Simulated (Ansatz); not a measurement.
## Does relaxation matter for the field gradients of BN with Mg replacing B?

Start: a supercell of BN (zinc blende type, F-43m) built from a COD entry, with all atoms left at the host's positions.

Space group F-43m (No. 216); a = 10.8450 Å.

```
site  Wyckoff  site symmetry       x       y       z
  Mg       4a           -43m  0.0000  0.0000  0.0000
  B2      48h            ..m  0.1667  0.0000  0.1667
  B5      16e            .3m  0.3333  0.8333  0.1667
  B9      16e            .3m  0.6667  0.6667  0.3333
 B15      24f           2.mm  0.5000  0.6667  0.5000
 N28      16e            .3m  0.0833  0.9167  0.0833
 N29      24g           2.mm  0.2500  0.9167  0.2500
 N33      48h            ..m  0.5833  0.7500  0.4167
 N41      16e            .3m  0.4167  0.5833  0.4167
 N54       4c           -43m  0.7500  0.2500  0.7500
```

One atom of each set is listed; the run and its k-mesh use a cell of 54 atoms with edges of 7.67, 7.67, 7.67 Å.

The numbers come from a DFT calculation in Ansatz (PBE, plane waves and PAW, scalar-relativistic, 420 eV cutoff, Γ-centred 3×3×3 k-points, Fermi–Dirac smearing 0.01 eV, cell charge -1).

The largest force at the start is 15 eV/Å. Relaxing the ions at fixed cell moves them by 0.232 Å at most (atom 28, N) and 0.065 Å rms.

| site | moved (Å) | first shell before | first shell after | V_zz before (10²¹ V/m²) | η before |
| --- | --- | --- | --- | --- | --- |
| Mg | 0.000 | 4 N at 1.57 Å | 4 N at 1.80 Å | 0.00 | – |
| B2 | 0.037 | 4 N at 1.57 Å | 4 N at 1.49–1.58 Å | -0.27 | 0.53 |
| B5 | 0.004 | 4 N at 1.57 Å | 4 N at 1.57 Å | 0.094 | 0.00 |
| B9 | 0.004 | 4 N at 1.57 Å | 4 N at 1.57 Å | 0.055 | 0.00 |
| B15 | 0.004 | 4 N at 1.57 Å | 4 N at 1.56–1.57 Å | 0.037 | 0.95 |
| N28 | 0.232 | 1 Mg at 1.57 Å, 3 B at 1.57 Å | 3 B at 1.49 Å, 1 Mg at 1.80 Å | -7.83 | 0.00 |
| N29 | 0.006 | 4 B at 1.57 Å | 4 B at 1.53–1.57 Å | -0.68 | 0.28 |
| N33 | 0.005 | 4 B at 1.57 Å | 4 B at 1.56–1.58 Å | 0.27 | 0.17 |
| N41 | 0.000 | 4 B at 1.57 Å | 4 B at 1.57 Å | -0.069 | 0.00 |

(1) What are V_zz and η after the relaxation?

Results:

(1) 

```json
{"site": "Mg", "V_zz after": "0.00", "η after": "–", "change of V_zz": "0.00"}
{"site": "B2", "V_zz after": "0.53", "η after": "0.74", "change of V_zz": "–"}
{"site": "B5", "V_zz after": "0.072", "η after": "0.00", "change of V_zz": "-0.02"}
{"site": "B9", "V_zz after": "0.042", "η after": "0.00", "change of V_zz": "-0.01"}
{"site": "B15", "V_zz after": "-0.099", "η after": "0.78", "change of V_zz": "–"}
{"site": "N28", "V_zz after": "-7.45", "η after": "0.00", "change of V_zz": "+0.38"}
{"site": "N29", "V_zz after": "-1.71", "η after": "0.20", "change of V_zz": "-1.03"}
{"site": "N33", "V_zz after": "-0.17", "η after": "0.52", "change of V_zz": "–"}
{"site": "N41", "V_zz after": "0.046", "η after": "0.00", "change of V_zz": "+0.11"}
```

The largest change of V_zz along a kept axis is on N29, from -0.68 to -1.71. In per cent, |V_zz| changes by -5 to +152 on N (all sites that start above 0.5). V_zz changes sign on N41 (same axis). On B2, N33, B15 the largest principal value lies along another axis in the second run, so the two V_zz can't be compared directly. Other sites without a gradient aren't listed.

The defect repeats with the cell of 54 atoms, so it feels its images: sites between two images don't show the values beside a lone defect, and zeros or small values of η there can come from the images' arrangement. A uniform background compensates the cell's charge.
Before: The cell keeps the host's lattice, where the PBE pressure is 16 GPa (in a charged cell this depends on the convention for the mean potential). The neighbours have not yet relaxed around the defect (largest force 15 eV/Å), so the values at and beside it are those of a strained start, not of the defect in a real crystal.
After: The relaxation keeps the site symmetry -43m of the start, so the impurity can't leave its site; a start off the site could end lower. The cell keeps the host's lattice, where the PBE pressure is 13 GPa (in a charged cell this depends on the convention for the mean potential).
